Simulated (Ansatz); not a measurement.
An elastic tensor (GPa, Voigt order, standard axes) from PBE in the plane-wave PAW code Ansatz:

```csv
,1,2,3,4,5,6
1,57.0,44.5,44.5,0.0,0.0,0.0
2,44.5,57.0,44.5,0.0,0.0,0.0
3,44.5,44.5,57.0,0.0,0.0,0.0
4,0.0,0.0,0.0,15.9,0.0,0.0
5,0.0,0.0,0.0,0.0,15.9,0.0
6,0.0,0.0,0.0,0.0,0.0,15.9
```

**Question.** Which compound is it?
A) CuCl, zinc blende
B) RbCl, rock salt
C) KBr, rock salt

**Answer.** A, CuCl, zinc blende

Space group F-43m (zinc blende). Symmetry was held in the PBE relaxation; phonons on a q-mesh show no instability. No spin polarisation was allowed.

Potentials: the later of the program's two PAW sets.
